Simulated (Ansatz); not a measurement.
## Property card for AlAs

AlAs:
```yaml
crystal:
  lattice:
    - [0.00000, 2.60523, 2.60523]
    - [2.60523, 0.00000, 2.60523]
    - [2.60523, 2.60523, 0.00000]
  atoms:
    - { symbol: Al, position: [0.50000, 0.50000, 0.50000] }
    - { symbol: As, position: [0.00000, 0.00000, 0.00000] }
```

Space group Fm-3m (No. 225), rock salt; conventional cell a = 5.210 Å, b = 5.210 Å, c = 5.210 Å, α = 90.00°, β = 90.00°, γ = 90.00°.

Method: DFT-LDA in the program Ansatz with PAW potentials. Structure relaxed to zero pressure with the same functional. Other levels are named where they apply.

**Cell and energy**

| Property | Result |
|---|---|
| Volume per atom | 17.68 Å³ |
| Density | 4.78 g/cm³ |
| Formation energy from the elements (no fitted shifts) | -0.26 eV/atom |

**Electronic structure**

| Quantity | Value |
|---|---|
| Electronic character | metallic (no gap) |
| Density of states at the Fermi level | 0.37 states/eV per atom (mean over ±0.08 eV) |

**Mechanics**

| Quantity | Value |
|---|---|
| Bulk modulus (Birch–Murnaghan fit) | 90.9 GPa |
| Pressure derivative B′ | 4.3 |
| Elastic constants (relaxed ions, GPa) | C11 = 178, C12 = 48.9, C44 = 28.9 |
| Mechanical stability | stable (all eigenvalues of C positive) |
| Hill bulk and shear moduli | 91.9 and 40.1 GPa |
| Young's modulus | 105 GPa |
| Poisson's ratio | 0.31 |
| Debye temperature from the elastic constants | 370 K |

**Phonons**

| Quantity | Value |
|---|---|
| Highest zone-centre frequency | 195 cm⁻¹ |
| Zone-centre stability | no imaginary mode at Γ |

The first step of the workflow began from a Materials Project structure, measured or hypothetical; the Crystallography Open Database copy checked does not list it. It is not the phase usual at ambient conditions (space group No. 216). The LDA relaxation kept the symmetry of its start. As this level gives no gap, shear constants depend on the k-mesh and smearing (Fermi–Dirac, 0.1 eV here). As this level gives no gap, phonon frequencies hold no LO–TO term and depend on the k-mesh and smearing (Fermi–Dirac, 0.1 eV here). The references are the lowest solids computed at this level, not always the standard phases. Scalar-relativistic: spin–orbit coupling is off unless named, which matters more the heavier the elements.

Potentials: the later of the program's two PAW sets.
